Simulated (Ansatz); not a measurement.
The start is a randomly generated symmetric cell of Cu (space group No. 229). A full variable-cell relaxation at zero pressure is run with r2SCAN (plane waves to 500 eV, PAW, scalar-relativistic; Ansatz, a program for electronic structure). First-step values are on the input's coarse k-mesh.

Ansatz input (later rounds restart from its end on a renewed k-mesh):
Ansatz 0.2 input:
```yaml
crystal:
  lattice:
    - [-2.1578784, 2.1578784, 2.1578784]
    - [2.1578784, -2.1578784, 2.1578784]
    - [2.1578784, 2.1578784, -2.1578784]
  atoms:
    - { symbol: Cu, position: [0, 0.5, 0.5] }
    - { symbol: Cu, position: [0.5, 0, 0.5] }
    - { symbol: Cu, position: [0.5, 0.5, 0] }
basis: { ecutwfc: 500, ecutrho_ratio: 4, xc_grid: 4, fft_grid_basis: typed }
kpoints: { mp_grid: { grid: [11, 11, 11] } }
hamiltonian:
  xc: r2scan
  dispersion: none
  pseudopotentials: { kind: paw }
scf: { occupations: { method: fermi_dirac, width: 0.05 } }
relax: { f_tol: 0.01, max_steps: 100, cell: { stress_tol: 0.02 } }
output: { forces: true, stress: true }
```

| Quantity | Result |
|---|---|
| Initial pressure | +20.4 GPa (positive: the cell is compressed) |
| Outcome | The space group stays Im-3m (No. 229) (the run could not lower it), with 3 atoms in the primitive cell |
| Energy released | 0.13 eV/atom |
| Volume change | +17.5 %, from 13.40 to 15.74 Å³/atom |
| Shortest distances (start → end) | The closest pairs of elements (up to four, under 3.6 Å), start → end: Cu–Cu 2.16 → 2.28 Å |
| Band gap at the end | zero (metallic) |
| Optimiser moves | 8 |

Final values are on a 14×14×14 k-mesh of the relaxed cell. No spin polarisation in the result.

The run could not lose the symmetry of its start, so the end can be a saddle point.

All atoms sit on sites fixed by symmetry, so only the cell could relax.

The relaxed structure here is a generated cell of Cu: the first start was made by a random draw of sites in a space group, and the end was not matched to a known phase here, so it may be hypothetical. Known forms of Cu include space group No. 225.
